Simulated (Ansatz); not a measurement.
SnSe:
```
CELL_PARAMETERS angstrom
     11.67552     0.00000     0.00000
      0.00000     4.12343     0.00000
      0.00000     0.00000     4.64891
ATOMIC_POSITIONS crystal
  Se 0.85281 0.25000 0.48548
  Se 0.64719 0.75000 0.98548
  Se 0.35281 0.25000 0.01452
  Se 0.14719 0.75000 0.51452
  Sn 0.12096 0.25000 0.12271
  Sn 0.37904 0.75000 0.62271
  Sn 0.62096 0.25000 0.37729
  Sn 0.87904 0.75000 0.87729
```

DFT-r²SCAN+D4 in the program Ansatz with PAW potentials gives a gap of 0.98 eV without spin–orbit coupling, maximum on the Γ–Z line, 65 % of the way from Γ, minimum on the Y–Γ line, 32 % of the way from Y.

**Question.** What happens when spin–orbit coupling is switched on?

**Answer.** The gap falls by 0.03 eV, to 0.95 eV; maximum on the Γ–Z line, 65 % of the way from Γ, minimum on the Y–Γ line, 32 % of the way from Y.

**Question.** Give the electron effective mass with spin–orbit coupling.

**Answer.** 0.19, 0.19, 0.68 mₑ (principal values).

**Question.** Give the hole effective mass with spin–orbit coupling.

**Answer.** 0.18, 0.50, 0.71 mₑ (principal values).

Space group Pnma. Symmetry was held in the r²SCAN+D4 relaxation.

Potentials: the later of the program's two PAW sets.
